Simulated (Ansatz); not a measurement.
Input and command of a plane-wave DFT calculation in Ansatz:

```yaml
crystal:
  lattice:
    - [4.2782647765, 0.0, 0.0]
    - [0.0, 4.2782647765, 0.0]
    - [0.0, 0.0, 4.2782647765]
  atoms:
    - { symbol: Sr, position: [0.0, 0.0, 0.0] }
    - { symbol: Mn, position: [0.0, 0.5, 0.5], spin: 3.89 }
    - { symbol: Mn, position: [0.5, 0.0, 0.5], spin: 3.89 }
    - { symbol: Mn, position: [0.5, 0.5, 0.0], spin: 3.89 }
basis:
  ecutwfc: 420
kpoints:
  mp_grid: { grid: [12, 12, 12] }
hamiltonian:
  xc: pbe
scf:
  occupations: { method: gaussian, width: 0.1 }
output:
  forces: true
  stress: true
  eigenvalues: true
  populations: true
magnetization:
  spin_polarized: true
relax:
  adjacent_minimum: "off"
  f_tol: 0.01
  max_steps: 80
  cell: { stress_tol: 0.05 }
```

```bash
ansatz run input.yaml --threads 1 --pin off --max-ram 2560MiB --backend cpu --events-out ev --progress --plain --runs-dir out
```

Processor: AMD EPYC 9B14 (Zen 4), 1 thread, on a host shared with other jobs.

Q: Estimate time, memory and problem size.

A: About 42 s on 1 thread of AMD EPYC 9B14 (Zen 4), with other jobs on the host, peak memory 0.7 GiB. It solves 41 bands at 84 k points (the mesh reduced by the symmetry that the task leaves, which can be less than the crystal's) with about 1551 plane waves (on the last cell), in 20 SCF iterations over 2 ionic steps.
